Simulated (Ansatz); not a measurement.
Values for one crystal, relaxed and computed with the program Ansatz at the LDA level (PAW); other levels are named.

```yaml
volume_per_atom: 16.10 Å³
electronic_character: metallic (no gap)
zone_centre_stability: no imaginary mode at Γ
Bulk modulus (Birch–Murnaghan fit): 127 GPa
debye_temperature_from_the_elastic_constants: 348 K
hill_bulk_and_shear_moduli: 127 and 33.8 GPa
Poisson's ratio: 0.38
```

Which of these materials gives this?
A) Mg, hcp (Mg type)
B) Ti, hcp (Mg type)
C) Ru, hcp (Mg type)
D) Hf, hcp (Mg type)

B, Ti, hcp (Mg type)

Space group P6_3/mmc (hcp (Mg type)). The LDA relaxation kept the symmetry of its start. The run is not spin-polarised. As this level gives no gap, shear constants depend on the k-mesh and smearing (Fermi–Dirac, 0.1 eV here).

Potentials: the earlier of the program's two PAW sets. The files were generated under PBE; for other functionals the program regenerates the frozen cores, and for LDA and PBEsol the local potential too.
